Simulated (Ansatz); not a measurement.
A 12-atom cell of TiSi3O8 built on the rutile structure (relaxed group Cmmm) was relaxed with 3 functionals in Ansatz 0.2.0, cell and atoms free, the symmetry of the start kept (meshes: PBE 6×6×4, r2SCAN 6×6×4, PBEsol 6×6×4). (Calculated; spin-unpolarised; the phase may be known or hypothetical.)

The r2SCAN result:
```
Si Ti O
1.0
     3.00572   -3.05768    0.00000
     3.00572    3.05768    0.00000
     0.00000    0.00000    5.50391
Si Ti O
3 1 8
Cartesian
  3.0057 0.0000 1.4086
  3.0057 0.0000 4.0953
  0.0000 0.0000 2.7520
  0.0000 0.0000 0.0000
  1.2079 0.0000 1.4749
  4.8035 0.0000 1.4749
  3.0057 -1.1102 0.0000
  3.0057 1.1102 0.0000
  1.2079 0.0000 4.0290
  4.8035 0.0000 4.0290
  3.0057 -1.1895 2.7520
  3.0057 1.1895 2.7520
```

The symmetry is Cmmm (No. 65, orthorhombic); a = 6.011 Å, b = 6.115 Å, c = 5.504 Å in the conventional setting, 8.43 Å³ an atom. Around Si lie 6 O at 1.79–1.80 Å; around Ti lie 6 O at 1.91–1.95 Å; around O lie 2 Si at 1.76–1.80 Å and 1 Ti at 1.91 Å; around O lie 2 Si at 1.79 Å and 1 Ti at 1.95 Å; around Si lie 6 O at 1.76–1.87 Å; around O lie 3 Si at 1.79–1.87 Å.

**Question.** How does the cell change with PBEsol?

**Answer.** a = 6.025 Å, b = 6.121 Å, c = 5.511 Å; the volume differs by +0.4 % from r2SCAN's. Si has 6 O at 1.80 Å; Ti has 6 O at 1.91–1.95 Å; O has 2 Si at 1.76–1.80 Å and 1 Ti at 1.91 Å (further sites aren't listed).

**Question.** What lattice does PBE give?

**Answer.** a = 6.083 Å, b = 6.186 Å, c = 5.543 Å; the volume differs by +3.1 % from r2SCAN's. Si is surrounded by 6 O at 1.81–1.83 Å; Ti is surrounded by 6 O at 1.92–1.97 Å; O is surrounded by 2 Si at 1.77–1.83 Å and 1 Ti at 1.92 Å (further sites aren't listed).

**Question.** Held at the r2SCAN cell, what mean stress does PBE find, and does its sign point to its own minimum?

**Answer.** Yes. PBE +8.27 GPa, and its relaxed volume is +3.1 % from r2SCAN's. Compression counts positive, so a positive stress asks for a larger cell.
